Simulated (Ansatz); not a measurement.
Given:

MgAu:
Space group Pm-3m (No. 221); a = b = c = 3.257 Å, α = β = γ = 90.00°

| atom | site | symmetry | x | y | z |
|---|---|---|---|---|---|
| Mg | 1b | m-3m | 0.5000 | 0.5000 | 0.5000 |
| Au | 1a | m-3m | 0.0000 | 0.0000 | 0.0000 |

This is the PBEsol-relaxed structure.

### Question
All from DFT-PBEsol in the program Ansatz with PAW potentials, unless another level is named. Estimate the density of states at the Fermi level.

### Answer
0.28 states/eV per atom (mean over ±0.08 eV).

### Question
What about the formation energy from the elements (no fitted shifts)?

### Answer
-0.60 eV/atom.

### Question
And the gap with spin–orbit coupling?

### Answer
none (metallic).

The first step of the workflow began from a Materials Project structure, measured or hypothetical; the Crystallography Open Database files this formula in space group No. 221, but the cells were not matched. Whether it is the stable phase at ambient conditions was not checked. The PBEsol relaxation kept the symmetry of its start; of distortions, only those at the zone centre were tested. The references are the lowest solids computed at this level, not always the standard phases. Spin–orbit coupling is left out wherever it is not named.

Potentials: the later of the program's two PAW sets.
